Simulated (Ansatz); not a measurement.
**Equation of state of iridium, dhcp**

These are results of DFT, PBEsol, plane waves (420 eV) with PAW, scalar-relativistic in Ansatz, not measurements. (PAW data from PBE, frozen cores regenerated.)

The cell is scaled uniformly from the relaxed one, with fractional coordinates and shape fixed. Energies are extrapolated to zero smearing, pressures are those at the given smearing. Magnetic state: spin not included.

```json
{"V (Å³/atom)": "12.399", "E − E₀ (meV/atom)": "308.3", "P (GPa)": "67.23"}
{"V (Å³/atom)": "12.962", "E − E₀ (meV/atom)": "124.1", "P (GPa)": "39.22"}
{"V (Å³/atom)": "13.526", "E − E₀ (meV/atom)": "27.5", "P (GPa)": "17.18"}
{"V (Å³/atom)": "14.090", "E − E₀ (meV/atom)": "0.0", "P (GPa)": "-0.16"}
{"V (Å³/atom)": "14.653", "E − E₀ (meV/atom)": "26.6", "P (GPa)": "-13.77"}
{"V (Å³/atom)": "15.217", "E − E₀ (meV/atom)": "95.8", "P (GPa)": "-24.40"}
{"V (Å³/atom)": "15.780", "E − E₀ (meV/atom)": "198.2", "P (GPa)": "-32.66"}
```

(1) Fit a third-order Birch-Murnaghan equation.

Results:

(1) V₀ = 14.07 Å³/atom, B₀ = 385 GPa, B₀′ = 5.0.
